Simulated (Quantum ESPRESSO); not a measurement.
Inputs of pw.x and gipaw.x (a modified build of Quantum ESPRESSO, PBE) for ZnF2; the starting potential comes from an earlier run on another mesh:

```
&CONTROL
  calculation = 'scf'
  prefix = 'x'
  pseudo_dir = './pseudo'
  outdir = './out'
  tprnfor = .true.
/
&SYSTEM
  ibrav = 0
  nat = 6
  ntyp = 2
  ecutwfc = 45
  ecutrho = 180
  occupations = 'fixed'
  nbnd = 26
/
&ELECTRONS
  conv_thr = 1e-11
  startingpot = 'file'
/
ATOMIC_SPECIES
Zn 65.380 Zn.GGA_PBE-JTH.UPF
F 18.998 F.GGA_PBE-JTH.UPF
CELL_PARAMETERS angstrom
    4.702940000000     0.000000000000     0.000000000000
    0.000000000000     4.702940000000     0.000000000000
    0.000000000000     0.000000000000     3.132890000000
ATOMIC_POSITIONS crystal
Zn     0.500000000000     0.500000000000     0.500000000000
Zn     0.000000000000     0.000000000000     0.000000000000
F      0.690845832267     0.690845832267     0.000000000000
F      0.309154167733     0.309154167733     0.000000000000
F      0.809154167733     0.190845832267     0.500000000000
F      0.190845832267     0.809154167733     0.500000000000
K_POINTS automatic
4 4 6 1 1 1
```

```
&INPUTGIPAW
  job = 'nmr'
  prefix = 'x'
  tmp_dir = './out/'
  restart_mode = 'from_scratch'
  pawproj(1) = .true.
  pawproj(2) = .true.
  use_nmr_macroscopic_shape = .false.
/
```

The cell was made here from a computed Materials Project entry: F3 and its equivalents moved by 0.04 Å along (-0.71, -0.71, 0.00), space group kept. The parent is ZnF2 in P4₂/mnm; whether this form has been observed was not checked. Stability against distortions was not tested.

### Question
Predict the shielding tensors that the run ends with.

### Answer
```
     f-sum rule (should be   -32.3271):
           -32.3286          0.0000          0.0000
             0.0000        -32.3286          0.0000
             0.0000          0.0000        -32.3276

     Total NMR chemical shifts in ppm: ---------------------------------------
     (adopting the Simpson convention for anisotropy and asymmetry)-----------

     Atom  1  Zn  pos: (  0.500000  0.500000  0.333078)  Total sigma:        1791.40
          1751.5135          6.0589          0.0000
             6.0589       1751.5135         -0.0000
            -0.0000          0.0000       1871.1879

     Zn      1    anisotropy:    119.67    eta:    0.1519

     Atom  2  Zn  pos: (  0.000000  0.000000  0.000000)  Total sigma:        1791.40
          1751.5135         -6.0589         -0.0000
            -6.0589       1751.5135          0.0000
            -0.0000          0.0000       1871.1879

     Zn      2    anisotropy:    119.67    eta:    0.1519

     Atom  3  F   pos: (  0.690846  0.690846  0.000000)  Total sigma:         344.16
           343.2628         32.6387          0.0000
            32.6387        343.2628          0.0000
            -0.0000         -0.0000        345.9396

     F       3    anisotropy:    -50.30    eta:    0.8936

     Atom  4  F   pos: (  0.309154  0.309154  0.000000)  Total sigma:         344.16
           343.2628         32.6387          0.0000
            32.6387        343.2628         -0.0000
            -0.0000          0.0000        345.9396

     F       4    anisotropy:    -50.30    eta:    0.8936

     Atom  5  F   pos: (  0.809154  0.190846  0.333078)  Total sigma:         344.16
           343.2628        -32.6387          0.0000
           -32.6387        343.2628         -0.0000
             0.0000          0.0000        345.9396

     F       5    anisotropy:    -50.30    eta:    0.8936

     Atom  6  F   pos: (  0.190846  0.809154  0.333078)  Total sigma:         344.16
           343.2628        -32.6387         -0.0000
           -32.6387        343.2628          0.0000
             0.0000          0.0000        345.9396

     F       6    anisotropy:    -50.30    eta:    0.8936
```
The printed anisotropy is 3/2 (σ_33 − σ_iso) in the program's own order; the axes are left out here. Anisotropies that symmetry doesn't fix are less certain than the isotropic values. These are absolute shieldings with no macroscopic susceptibility term; δ = σ_ref − σ needs a reference computed alike. In our sweeps, cutoffs and meshes of this size left a few ppm, and up to some 20 ppm on atoms from Zn on.
